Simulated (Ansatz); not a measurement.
TaAl:
```yaml
crystal:
  lattice:
    - [3.22549, 0.00000, 0.00000]
    - [0.00000, 3.22549, 0.00000]
    - [0.00000, 0.00000, 3.22549]
  atoms:
    - { symbol: Ta, position: [0.00000, 0.00000, 0.00000] }
    - { symbol: Al, position: [0.50000, 0.50000, 0.50000] }
```

Relaxed with PBE. Special points in fractions of this cell's reciprocal vectors: Γ (0.000, 0.000, 0.000); X (0.000, 0.500, 0.000); M (0.500, 0.500, 0.000); R (0.500, 0.500, 0.500).

**Question.** List the band energies nearest the Fermi level at these points for DFT-PBE with spin–orbit coupling in the program Ansatz with PAW potentials.

**Answer.** In eV from the Fermi level; about four levels below and three above (degenerate sets whole), none deeper than 8.9 eV; points with the same levels are listed once.

```
k                    below                          above
-  -----------------------  -----------------------------
Γ  -2.61 -2.61 -2.61 -2.61            2.38 2.38 2.38 2.38
X  -0.49 -0.49 -0.29 -0.29            3.00 3.00 4.52 4.52
M  -2.41 -2.41 -1.79 -1.79            0.38 0.38 0.59 0.59
R  -4.13 -4.13 -0.08 -0.08  2.03 2.03 3.59 3.59 3.59 3.59
```

Space group Pm-3m (CsCl type). The start of the workflow was typed in or built on a structure type; neither database checked (COD, Materials Project) lists it. Its standing as an ambient phase is unchecked. Symmetry was held in the PBE relaxation; whether a distortion lowers the energy is not shown. No spin polarisation was allowed.

Potentials: the earlier of the program's two PAW sets.
